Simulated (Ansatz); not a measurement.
W₃N₄ in space group Pm-3m (No. 221; N on 1b, N on 3d, W on 3c) at seven volumes, DFT-PBEsol in the program Ansatz with PAW potentials, scaled uniformly. One row is withheld.

```csv
V (Å³/atom),P (GPa)
9.488,?
9.801,26.52
10.114,12.17
10.427,-0.01
10.739,-10.35
11.052,-19.12
11.365,-26.56
```

Task: Fit the shown pressures and predict the withheld one.

Result: P = (3/2)B₀(x^(7/2) − x^(5/2))[1 + (3/4)(B′ − 4)(x − 1)] with x = (V₀/V)^(2/3). Least squares on the six rows gives V₀ = 10.426 Å³/atom, B₀ = 373 GPa, B′ = 4.47. At V = 9.488, x = 1.0649 and P = 43.44 GPa. The run itself gave 43.43 GPa.

The workflow started from an entry of the Crystallography Open Database (COD). Whether it is the stable phase at ambient conditions was not checked. The cell was relaxed with PBEsol under the symmetry of its start. At this level the phase is dynamically unstable (imaginary phonons). The run is not spin-polarised. Spin–orbit coupling is left out wherever it is not named.

Potentials: the later of the program's two PAW sets.
